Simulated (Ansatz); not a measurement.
Consider the following.

Si:
```cif
data_Si8
_chemical_formula_sum 'Si8'
_space_group_name_H-M_alt 'Fd-3m :1'
_space_group_IT_number 227
_space_group_name_Hall 'F 4d 2 3 -1d'
_cell_length_a 5.40155
_cell_length_b 5.40155
_cell_length_c 5.40155
_cell_angle_alpha 90.000
_cell_angle_beta 90.000
_cell_angle_gamma 90.000
loop_
_atom_site_label
_atom_site_type_symbol
_atom_site_symmetry_multiplicity
_atom_site_Wyckoff_symbol
_atom_site_fract_x
_atom_site_fract_y
_atom_site_fract_z
_atom_site_occupancy
Si1 Si 8 a 0.00000 0.00000 0.00000 1
```
(The calculation used a cell of 2 atoms; values per cell refer to that cell.)

This is the LDA-relaxed structure.

### Question
All from plane-wave PAW LDA (Ansatz code), unless another level is named. Predict the highest zone-centre frequency.

### Answer
513 cm⁻¹.

### Question
What about the bulk modulus (Birch–Murnaghan fit)?

### Answer
96.5 GPa.

Symmetry was held in the LDA relaxation; phonons on a q-mesh show no instability.

Potentials: the earlier of the program's two PAW sets.
